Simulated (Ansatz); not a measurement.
Here is an unrelaxed guess for Rb2Cu.

```
CELL_PARAMETERS angstrom
4.41551 0.00000 0.00000
-2.20775 3.82394 0.00000
0.00000 0.00000 5.11859
ATOMIC_POSITIONS crystal
Rb 0.33333 0.66667 0.50000
Rb 0.66667 0.33333 0.50000
Cu 0.00000 0.00000 0.00000
```

These are results of DFT PBE, scalar-relativistic, plane waves, PAW in Ansatz 0.2.0, not measurements. Plane waves to 420 eV, a k mesh through Γ of 6×6×4 on the computed 3-atom cell and Gaussian smearing (0.10 eV); no spin polarisation.

The zero of energy is the elements' standard structures at the same level; no fitted shifts are applied.

Task: How far from equilibrium is it?

Result: The pressure is 16.9 GPa (the mean over three directions, positive in compression), the largest force is 0.00 eV/Å (symmetry fixes the atoms), and the energy is +1.80 eV/atom against the elements. The shortest distance is 2.55 Å.

Task: Is it a good guess?

Result: A poor one: relaxing gains about 1.3 eV/atom (the start's value is from the coarse mesh, so the gain is rough) in 19 ionic steps and ends at +0.52 eV/atom on the finer mesh. The symmetry stays P6/mmm (No. 191). The volume per atom grows by 57.6 %, from 28.8 to 45.4 Å³. The shortest distance goes from 2.55 Å (Rb–Rb) to 3.60 Å (Rb–Rb). The ratio c/a of the conventional cell changes by a factor of 0.56. Conventional cell: a = 6.227 Å, c = 4.057 Å. Around Rb lie 3 Rb at 3.60 Å, 2 Rb at 4.06 Å and 6 Cu at 4.13 Å; Cu is surrounded by 2 Cu at 4.06 Å and 12 Rb at 4.13 Å.

The last run used a 12×12×12 mesh for its 3-atom cell and Gaussian smearing of 0.10 eV. The relaxation can't lower the symmetry of the start, and the grade says only how near the guess is to its own end. A structure relaxed within its symmetry needn't be a true minimum.
